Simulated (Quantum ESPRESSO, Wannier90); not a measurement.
Wannierisation of InBi (P4/nmm)

```
CELL_PARAMETERS angstrom
      4.91082     0.00000     0.00000
      0.00000     4.91082     0.00000
      0.00000     0.00000     5.22228
ATOMIC_POSITIONS crystal
  In 0.50000 0.50000 0.00000
  In 0.00000 0.00000 0.00000
  Bi 0.50000 0.00000 0.36001
  Bi 0.00000 0.50000 0.63999
```

Cell from Materials Project (mp-23313), symmetrised, no further relaxation. COD (Crystallography Open Database) has an entry of this formula and space group (matched by these alone). Level: LDA, no spin polarisation, no spin-orbit coupling; pw.x of Quantum ESPRESSO at 56 Ry with PseudoDojo potentials, 6×6×6 k-points, Wannier90. Density: 8×8×8 mesh, cold smearing 0.01 Ry. Spin-orbit coupling is left out although heavy elements are present.

Base run: 16 functions from bands 21-46 of the 46 computed, start hydrogen-like In: s;p; Bi: s;p, centres 0.05 Å off the atoms, frozen window up to 1.50 eV relative to the Fermi level, outer window open. One setting was then changed (edges relative to the Fermi level; misfit to pw.x on a path, for states up to 1.0 eV relative to the Fermi level).

```csv
run,Ω_I (Å²),rms misfit (meV),worst (meV)
base,30.70,4.0,24
changed,38.55,5.3,44
```

**Question.** Which change was made?
A. outer window to 9.14 eV
B. frozen window to -1.50 eV
C. frozen window to 0.50 eV
D. no frozen window
E. only the lowest 23 of the kept bands

**Answer.** A, outer window to 9.14 eV. The others give:

```csv
run,Ω_I (Å²),rms misfit (meV),worst (meV)
frozen window to 0.50 eV,29.63,41,422
frozen window to -1.50 eV,28.88,78,480
no frozen window,28.51,113,583
only the lowest 23 of the kept bands,32.89,3.4,21
```
